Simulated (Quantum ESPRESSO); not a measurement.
## KZnF3: magnetic shieldings

```xyz
5
Lattice="4.0500 0.0000 0.0000 0.0000 4.0500 0.0000 0.0000 0.0000 4.0500" Properties=species:S:1:pos:R:3 pbc="T T T"
K      0.0000     0.0000     0.0000
Zn     2.0250     2.0250     2.0250
F      2.0250     2.0250     0.0000
F      0.0000     2.0250     2.0250
F      2.0250     0.0000     2.0250
```
The cell was made here from an entry of the Crystallography Open Database (unchecked): atoms relaxed with PBE in the measured cell (PBE without dispersion, pw.x of a modified build of Quantum ESPRESSO, symmetry kept).  Stability against distortions was not tested.

Shieldings are absolute and leave out the bulk-susceptibility term; a larger σ means a smaller chemical shift. In our sweeps, cutoffs and meshes of this size left a few ppm, and up to some 20 ppm on atoms from Zn on.

Task: What do the calculations give at each independent site (shieldings by PBE GIPAW (Quantum ESPRESSO, JTH PAW datasets), 22.5 Ha, k-mesh 5×5×5 shifted, f-sum rule met within 0.005 %)?

Result: 
```csv
site,site symmetry,σ_iso (ppm)
K (atom 1),m-3m,1195
Zn (atom 2),m-3m,1778
"F (atoms 3, 4, 5)",4/mmm,330
```
